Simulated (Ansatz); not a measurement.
AgI:
```cif
data_AgI
_chemical_formula_sum 'Ag1 I1'
_space_group_name_H-M_alt 'P 1'
_space_group_IT_number 1
_cell_length_a 4.56081
_cell_length_b 4.56081
_cell_length_c 4.56081
_cell_angle_alpha 60.000
_cell_angle_beta 60.000
_cell_angle_gamma 60.000
loop_
_space_group_symop_operation_xyz
  'x, y, z'
loop_
_atom_site_label
_atom_site_type_symbol
_atom_site_fract_x
_atom_site_fract_y
_atom_site_fract_z
_atom_site_occupancy
Ag1 Ag 0.75000 0.75000 0.75000 1
I1 I 0.00000 0.00000 0.00000 1
```

Relaxed with PBEsol.

Which orbitals make up the states near the band edges in plane-wave PAW PBEsol (Ansatz code)?

Top 1 eV of the valence band: I 5p 64 %, Ag 4d 33 %. Bottom 1 eV of the conduction band: Ag 5s 68 %, I 5p 15 %, I 5s 14 %. Projections are on Löwdin-orthogonalised atomic valence shells; empty p or d shells of many metals are not among them.

Tabulate the density of states.

States/eV per cell of 2 atoms, in 0.25 eV bins, energy from the valence-band maximum.

| E (eV) | total | Ag 4d | I 5p | Ag 5s |
|---|---|---|---|---|
| -7.85 | 0.00 | 0.00 | 0.00 | 0.00 |
| -7.60 | 0.00 | 0.00 | 0.00 | 0.00 |
| -7.35 | 0.00 | 0.00 | 0.00 | 0.00 |
| -7.10 | 0.00 | 0.00 | 0.00 | 0.00 |
| -6.85 | 0.00 | 0.00 | 0.00 | 0.00 |
| -6.60 | 0.00 | 0.00 | 0.00 | 0.00 |
| -6.35 | 0.00 | 0.00 | 0.00 | 0.00 |
| -6.10 | 0.00 | 0.00 | 0.00 | 0.00 |
| -5.85 | 0.00 | 0.00 | 0.00 | 0.00 |
| -5.60 | 0.00 | 0.00 | 0.00 | 0.00 |
| -5.35 | 0.00 | 0.00 | 0.00 | 0.00 |
| -5.10 | 0.00 | 0.00 | 0.00 | 0.00 |
| -4.85 | 0.00 | 0.00 | 0.00 | 0.00 |
| -4.60 | 2.09 | 0.75 | 1.06 | 0.27 |
| -4.35 | 7.97 | 3.62 | 3.74 | 0.56 |
| -4.10 | 10.69 | 6.06 | 4.18 | 0.39 |
| -3.85 | 3.25 | 1.78 | 1.33 | 0.12 |
| -3.60 | 0.00 | 0.00 | 0.00 | 0.00 |
| -3.35 | 0.58 | 0.57 | 0.00 | 0.00 |
| -3.10 | 15.44 | 15.09 | 0.17 | 0.10 |
| -2.85 | 3.43 | 3.01 | 0.24 | 0.07 |
| -2.60 | 1.69 | 1.27 | 0.27 | 0.09 |
| -2.35 | 0.93 | 0.61 | 0.21 | 0.06 |
| -2.10 | 1.88 | 0.90 | 0.84 | 0.06 |
| -1.85 | 2.36 | 1.02 | 1.20 | 0.06 |
| -1.60 | 2.92 | 1.19 | 1.60 | 0.05 |
| -1.35 | 2.79 | 1.04 | 1.63 | 0.04 |
| -1.10 | 2.70 | 0.95 | 1.65 | 0.03 |
| -0.85 | 2.56 | 0.85 | 1.63 | 0.02 |
| -0.60 | 1.52 | 0.50 | 0.98 | 0.01 |
| -0.35 | 0.90 | 0.29 | 0.59 | 0.01 |
| -0.10 | 0.30 | 0.09 | 0.20 | 0.00 |
| 0.15 | 0.00 | 0.00 | 0.00 | 0.00 |
| 0.40 | 0.00 | 0.00 | 0.00 | 0.00 |
| 0.65 | 0.00 | 0.00 | 0.00 | 0.00 |
| 0.90 | 0.00 | 0.00 | 0.00 | 0.00 |
| 1.15 | 0.00 | 0.00 | 0.00 | 0.00 |
| 1.40 | 0.01 | 0.00 | 0.00 | 0.01 |
| 1.65 | 0.04 | 0.00 | 0.00 | 0.02 |
| 1.90 | 0.07 | 0.00 | 0.01 | 0.04 |
| 2.15 | 0.11 | 0.00 | 0.02 | 0.07 |
| 2.40 | 0.17 | 0.00 | 0.03 | 0.11 |
| 2.65 | 0.36 | 0.00 | 0.07 | 0.23 |
| 2.90 | 0.72 | 0.00 | 0.13 | 0.44 |
| 3.15 | 0.77 | 0.00 | 0.15 | 0.47 |
| 3.40 | 0.93 | 0.01 | 0.18 | 0.54 |
| 3.65 | 1.66 | 0.01 | 0.26 | 0.71 |
| 3.90 | 2.20 | 0.02 | 0.37 | 0.90 |
| 4.15 | 1.22 | 0.01 | 0.21 | 0.48 |
| 4.40 | 1.00 | 0.01 | 0.16 | 0.32 |
| 4.65 | 0.88 | 0.00 | 0.08 | 0.15 |
| 4.90 | 1.02 | 0.00 | 0.06 | 0.10 |
| 5.15 | 1.95 | 0.01 | 0.10 | 0.16 |
| 5.40 | 1.72 | 0.01 | 0.06 | 0.08 |
| 5.65 | 0.81 | 0.00 | 0.02 | 0.02 |
| 5.90 | 1.16 | 0.00 | 0.02 | 0.02 |

Space group F-43m (zinc blende). The PBEsol relaxation kept the symmetry of its start. The run is not spin-polarised. Scalar-relativistic: spin–orbit coupling is off unless named, which matters more the heavier the elements.

Potentials: the later of the program's two PAW sets.
